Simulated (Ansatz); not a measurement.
CBr₃: forces and stress of a distorted cell

This is CBr₃ placed on the sites of the ReO3 structure (a generated, not necessarily known, phase), then sheared and rattled.

PBE on full-potential LAPW: scalar-relativistic, point nuclei (Ansatz). Sampling: 2×2×2 (shift 0.5, 0.5, 0.5 mesh steps) mesh with 0.15 eV Fermi–Dirac smearing (a coarse mesh, not converged over the zone). In metals such a mesh can move stress, forces and moments by their own size. The run is spin-unpolarised. The cell's electron count is odd, so a run with spin could end lower. Labels count atoms in the order given.

```
CELL_PARAMETERS angstrom
4.50923 0.15566 -0.09467
0.15566 4.91991 -0.06621
-0.09467 -0.06621 4.75792
ATOMIC_POSITIONS crystal
C 0.55168 0.32413 0.95973
Br 0.07422 0.33396 0.91760
Br 0.59618 0.85531 0.95715
Br 0.62000 0.31374 0.44116
```

```csv
atom,Fx (eV/Å),Fy (eV/Å),Fz (eV/Å)
C1,0.045,-0.792,0.190
Br2,0.859,0.253,0.477
Br3,-0.232,0.161,-0.142
Br4,-0.672,0.378,-0.525
```

Stress tensor (GPa, compression positive):
```
 2.12  0.97 -0.89
 0.97 -2.27  0.22
-0.89  0.22 -0.38
```

```
All-electron free energy E − TS (its zero hangs on the relativistic scheme and nucleus) : -213810.238 eV
Pressure                                                                                : -0.18 GPa
Largest force                                                                           : 1.014 eV/Å
```

**All-electron DFT: C₂Br**

Cell: C₂Br placed on the sites of a small cell holding one bonded unit (a generated, not necessarily known, phase), then sheared and rattled.

Same method, mesh 2×2×2 with shift 0.5, 0.5, 0.5. The run is spin-unpolarised. The cell's electron count is odd, so a run with spin could end lower.

Lattice in Å, fractional positions:
```yaml
crystal:
  lattice:
    - [3.99309, 0.07035, 0.03534]
    - [0.07035, 3.94958, -0.01512]
    - [0.03534, -0.01512, 3.98255]
  atoms:
    - { symbol: C, position: [0.44138, 0.90228, 0.61362] }
    - { symbol: Br, position: [0.20466, 0.61408, 0.91917] }
    - { symbol: C, position: [0.60217, 0.09211, 0.41392] }
```

Forces (eV/Å): C1 (-1.233, -1.496, 1.546); Br2 (0.965, 1.362, -1.430); C3 (0.267, 0.133, -0.116).

Stress tensor (GPa, compression positive):
```
-2.32 -4.53  5.08
-4.53 -2.42  6.63
 5.08  6.63 -2.44
```

```yaml
All-electron_E_−_TS_for_this_scheme: -72993.117 eV
Pressure: -2.40 GPa
Largest_force: 2.480 eV/Å
```
